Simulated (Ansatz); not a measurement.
TaN in space group P-62m (No. 189; Ta on 1a, Ta on 2d, N on 3f) at seven volumes, DFT-LDA in the program Ansatz with PAW potentials, shape and atoms relaxed at each. One row is withheld.

| V (Å³/atom) | P (GPa) |
|---|---|
| 10.012 | 39.69 |
| 10.342 | 24.31 |
| 10.672 | 11.20 |
| 11.002 | 0.00 |
| 11.332 | -9.55 |
| 11.662 | ? |
| 11.992 | -24.65 |

Problem. Fit the shown pressures and predict the withheld one.

Solution. Third-order Birch–Murnaghan: P = (3/2)B₀(x^(7/2) − x^(5/2))[1 + (3/4)(B′ − 4)(x − 1)] with x = (V₀/V)^(2/3). Least squares on the six rows gives V₀ = 11.002 Å³/atom, B₀ = 343.9 GPa, B′ = 4.27. At V = 11.662, x = 0.9619 and P = -17.70 GPa. The run itself gave -17.70 GPa.

Symmetry was held in the LDA relaxation. No spin polarisation was allowed. Spin–orbit coupling is left out wherever it is not named.

Potentials: the earlier of the program's two PAW sets. The files were generated under PBE; for other functionals the program regenerates the frozen cores, and for LDA and PBEsol the local potential too.
